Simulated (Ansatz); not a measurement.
CdF$_{2}$ (fluorite, Fm-3m), a = b = c = 5.3885 Å, α = β = γ = 90.00°; the cell used has 3 atoms.

Relaxed with r²SCAN.

**Question.** Which orbitals make up the states near the band edges in r²SCAN (plane waves, PAW; program Ansatz)?

**Answer.** Top 1 eV of the valence band: F 2p 86 %, Cd 4d 13 %. Bottom 1 eV of the conduction band: Cd 5s 78 %, F 2s 14 %, F 2p 7 %. Projections are on Löwdin-orthogonalised atomic valence shells; empty p or d shells of many metals are not among them.

**Question.** Tabulate the density of states.

**Answer.** States/eV per cell of 3 atoms, in 0.25 eV bins, energy from the valence-band maximum.

```csv
E (eV),total,F 2p,Cd 4d,Cd 5s
-5.76,0.00,0.00,0.00,0.00
-5.51,1.83,0.47,1.36,0.00
-5.26,9.54,2.29,7.17,0.06
-5.01,4.14,0.81,3.31,0.01
-4.76,5.36,0.76,4.56,0.03
-4.51,11.33,0.73,10.53,0.03
-4.26,7.80,0.27,7.47,0.01
-4.01,0.00,0.00,0.00,0.00
-3.76,0.00,0.00,0.00,0.00
-3.51,0.24,0.15,0.05,0.03
-3.26,3.05,2.12,0.48,0.42
-3.01,1.89,1.42,0.19,0.25
-2.76,1.88,1.54,0.15,0.16
-2.51,2.82,2.31,0.38,0.08
-2.26,3.68,3.13,0.43,0.05
-2.01,4.41,3.90,0.39,0.03
-1.76,3.81,3.43,0.28,0.02
-1.51,3.06,2.73,0.25,0.03
-1.26,2.61,2.32,0.23,0.02
-1.01,1.65,1.45,0.16,0.02
-0.76,1.50,1.31,0.17,0.01
-0.51,10.09,8.69,1.35,0.01
-0.26,5.80,5.00,0.77,0.00
-0.01,1.50,1.33,0.16,0.00
0.24,0.00,0.00,0.00,0.00
0.49,0.00,0.00,0.00,0.00
0.74,0.00,0.00,0.00,0.00
0.99,0.00,0.00,0.00,0.00
1.24,0.00,0.00,0.00,0.00
1.49,0.00,0.00,0.00,0.00
1.74,0.00,0.00,0.00,0.00
1.99,0.00,0.00,0.00,0.00
2.24,0.00,0.00,0.00,0.00
2.49,0.00,0.00,0.00,0.00
2.74,0.00,0.00,0.00,0.00
2.99,0.00,0.00,0.00,0.00
3.24,0.00,0.00,0.00,0.00
3.49,0.00,0.00,0.00,0.00
3.74,0.00,0.00,0.00,0.00
3.99,0.02,0.00,0.00,0.02
4.24,0.05,0.00,0.00,0.04
4.49,0.07,0.01,0.00,0.06
4.74,0.09,0.01,0.00,0.07
4.99,0.11,0.01,0.00,0.09
5.24,0.14,0.02,0.00,0.10
5.49,0.16,0.02,0.00,0.12
5.74,0.18,0.03,0.00,0.14
5.99,0.21,0.03,0.00,0.16
6.24,0.24,0.04,0.00,0.18
6.49,0.28,0.04,0.00,0.21
6.74,0.32,0.05,0.00,0.24
6.99,0.36,0.06,0.00,0.27
7.24,0.42,0.07,0.00,0.32
7.49,0.50,0.08,0.00,0.38
7.74,0.60,0.10,0.00,0.46
7.99,0.85,0.15,0.00,0.66
8.24,0.92,0.16,0.00,0.72
8.49,0.97,0.17,0.00,0.77
```

Symmetry was held in the r²SCAN relaxation; phonons on a q-mesh show no instability. Spin–orbit coupling is left out wherever it is not named.

Potentials: the later of the program's two PAW sets.
